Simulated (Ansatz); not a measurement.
# Fields on a plane of CaTiO3 (cubic perovskite)

```
CaTiO3
1.0
    3.84096     0.00000     0.00000
    0.00000     3.84096     0.00000
    0.00000     0.00000     3.84096
Ca Ti O
1 1 3
Direct
  0.00000   0.00000   0.00000
  0.50000   0.50000   0.50000
  0.00000   0.50000   0.50000
  0.50000   0.50000   0.00000
  0.50000   0.00000   0.50000
```

The slice is a {110} plane (indices of the conventional cell) through the point (0.500, 0.500, 0.500) (fractional), spanned by u = [100] and v = [011] in vectors of this cell: u (3.84 Å) and v (5.43 Å, at 90° to u). It covers one period; positions are fractions (u, v).

Atoms on it: Ca at (0.50, 0.50); Ti at (0.00, 0.00); O at (0.50, 0.00).

These are PBEsol (plane waves to 420 eV, PAW, scalar-relativistic; Ansatz, a first-principles code) values and carry that method's errors. k mesh 9×9×9. Inside the PAW spheres the values are not all-electron values, and peaks at nuclei hang on which shells count as valence. CaTiO3 is run without spin polarisation. CaTiO3 was relaxed with its symmetry unable to fall. This is a high-temperature form of CaTiO3.

```
v \ u  0.00  0.10  0.20  0.30  0.40  0.50  0.60  0.70  0.80  0.90
-----  ----  ----  ----  ----  ----  ----  ----  ----  ----  ----
0.86    0.1  -0.2  -0.7  -0.6  -0.2  -0.1  -0.2  -0.6  -0.7  -0.2
0.71   -0.8  -0.9  -1.0  -1.1  -0.9  -0.8  -0.9  -1.1  -1.0  -0.9
0.57   -1.3  -1.3  -1.0  -0.1   0.5   0.7   0.5  -0.1  -1.0  -1.3
0.43   -1.3  -1.3  -1.0  -0.1   0.5   0.7   0.5  -0.1  -1.0  -1.3
0.29   -0.8  -0.9  -1.0  -1.1  -0.9  -0.8  -0.9  -1.1  -1.0  -0.9
0.14    0.1  -0.2  -0.7  -0.6  -0.2  -0.1  -0.2  -0.6  -0.7  -0.2
0.00    1.0   0.9   0.2   0.0   0.7   0.9   0.7   0.0   0.2   0.9
```

Values: log₁₀ of the valence density in e/Å³. The scale is logarithmic, as a density can span decades between atoms and voids.

```
v \ u  0.00  0.15  0.30  0.45  0.60  0.75  0.90
-----  ----  ----  ----  ----  ----  ----  ----
0.96      x     x     x     x     x  <1.0     x
0.86      x  <1.0   6.6     x   7.5   4.3  <1.0
0.75    6.7   7.2   7.0   5.8   6.2   7.2   6.9
0.64    9.3   7.5  <1.0     x  <1.0   3.4   8.6
0.54    8.3   5.3     x     x     x  <1.0   7.1
0.43    9.1   5.9  <1.0     x     x  <1.0   7.5
0.32    9.2   8.0   3.4  <1.0  <1.0   5.4   8.7
0.21    3.1   5.2   7.6   7.7   7.8   7.1   4.2
0.11      x  <1.0   4.7     x     x   1.9     x
0.00      x     x     x     x     x  <1.0     x
```

Values: electrostatic potential energy of an electron, from the cell's mean, in eV. Points within 0.8 Å of a nucleus are blanked (x), as the pseudised field means little there. Values under 1 eV are set to 1. The zero, the cell's mean, hangs on the PAW cores.

Density on the Ti–O line (1.92 Å) at its midpoint: 0.77 e/Å³
ELF at that point: 0.22
